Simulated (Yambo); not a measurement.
Yambo run on HgI (space group I4/mmm, No. 139). The wavefunctions come from this Quantum ESPRESSO step (PBEsol, PseudoDojo standard norm-conserving files, scalar-relativistic):

```
&CONTROL
  calculation = 'nscf'
  pseudo_dir = './pseudo'
  outdir = './out'
/
&SYSTEM
  ibrav = 0
  nat = 4
  ntyp = 2
  ecutwfc = 70.0
  ecutrho = 280.0
  occupations = 'fixed'
  force_symmorphic = .true.
  nbnd = 164
/
&ELECTRONS
  conv_thr = 4e-09
  diago_full_acc = .true.
  diago_thr_init = 1e-08
/
ATOMIC_SPECIES
I 126.9045 I.upf
Hg 200.5920 Hg.upf
CELL_PARAMETERS angstrom
 -2.429720542000   2.429720542000   5.882960321000
  2.429720542000  -2.429720542000   5.882960321000
  2.429720542000   2.429720542000  -5.882960321000
ATOMIC_POSITIONS crystal
I   0.650823423900   0.650823423900  -0.000000000000
I   0.349176576100   0.349176576100   0.000000000000
Hg   0.887688751200   0.887688751200   0.000000000000
Hg   0.112311248800   0.112311248800  -0.000000000000
K_POINTS automatic
4 4 4 0 0 0
```

Yambo input:

```
rim_cut
gw0
dyson
el_el_corr
HF_and_locXC
ppa
em1d
RandQpts= 1000000
RandGvec= 1 Ry
EXXRLvcs= 70 Ry
VXCRLvcs= 280 Ry
Chimod= "HARTREE"
% BndsRnXp
 9 | 163 |
%
NGsBlkXp= 6 Ry
% LongDrXp
 1.0 | 1.0 | 1.0 |
%
PPAPntXp= 27.2114 eV
% GbndRnge
 1 | 163 |
%
GTermKind= "BG"
DysSolver= "n"
ExtendOut
% QPkrange
 1 | 1 | 27 | 28 |
 3 | 3 | 27 | 28 |
 6 | 6 | 27 | 28 |
 8 | 8 | 27 | 28 |
 13 | 13 | 27 | 28 |
%
```

k points by index: 1 = Γ, 3 = X, 6 = N, 8 = P, 13 = Z.

Resulting energies as the program prints them:

```
#    K-point    Band    Eo [eV]    E [eV]    E-Eo [eV]    Vxc [eV]    Vnlxc [eV]    Sc|Eo [eV]    Sc|E [eV]    dSc/dw|Eo [eV]    Re(Z)    Im(Z)
#
    1    27    -1.027361    -1.717961    -0.690600    -11.04034    -14.07275    2.153829    2.341810    -7.403124    0.786109    -0.003708
    1    28    2.857948    3.250389    0.392441    -13.04948    -9.540782    -3.017878    -3.116261    -6.820404    0.799586    -0.001169
    3    27    -1.020138    -1.713189    -0.693051    -10.84685    -13.82453    2.097624    2.284627    -7.341109    0.787535    -0.001443
    3    28    2.577777    2.991129    0.413353    -13.48894    -10.09652    -2.877028    -2.979061    -6.715551    0.802056    -0.001298
    6    27    0.000000    -0.502671    -0.502671    -12.71943    -14.79005    1.441554    1.567952    -6.841106    0.799099    -0.001450
    6    28    2.182488    2.554961    0.372472    -12.41393    -8.946411    -3.006822    -3.095045    -6.443831    0.808532    -0.001212
    8    27    -0.565263    -1.019650    -0.454388    -11.75251    -13.55646    1.235079    1.349561    -6.854597    0.798782    -0.001449
    8    28    1.279173    1.636991    0.357818    -12.78151    -9.659776    -2.679546    -2.763912    -6.414462    0.809238    -0.001320
    13    27    -0.561099    -1.217633    -0.656534    -11.29991    -14.16375    2.031632    2.207310    -7.279905    0.788932    -0.001599
    13    28    2.125581    2.525720    0.400139    -13.61634    -10.44412    -2.676068    -2.772074    -6.527499    0.806527    -0.001365
```
(The two width columns are left out.) Convergence of these settings isn't established.

Spin-orbit coupling is not included.

Geometry relaxed with PBE+D3(BJ).
